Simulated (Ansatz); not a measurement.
An ordered 8-atom cell of Ga4Sb3N on the zincblende lattice, 8 atoms and 102 valence electrons in a cell of about 196 Å³, was run 4 times in Ansatz 0.2.0, each time on 4 threads of Intel(R) Xeon(R) Processor @ 2.50GHz (Skylake/Cascade Lake), on a shared host. The times are single readings and vary with the host's load.

| run | k mesh | irreducible k | cutoff (eV) | plane waves | bands | SCF iterations | wall time | peak host memory (GiB) |
| --- | --- | --- | --- | --- | --- | --- | --- | --- |
| relaxation, PBE | 8×8×8 | 65 | 420 | 3921 | 62 | 82 | 5 min | 1 |
| relaxation, r2SCAN | 6×6×6 | 32 | 500 | 4957 | 62 | 45 | ? | ? |
| bands, PBE | 8×8×8 | 65 | 420 | 3795 | 57 | 8 | 47 s | 0.92 |
| single point, r2SCAN | 8×8×8 | 65 | 500 | 4957 | 57 | 8 | ? | ? |

Q: What time and memory did the runs marked ? need?

A:

| run | wall time | peak host memory (GiB) |
| --- | --- | --- |
| relaxation, r2SCAN | 2.8 min | 1.2 |
| single point, r2SCAN | 74 s | 1.3 |
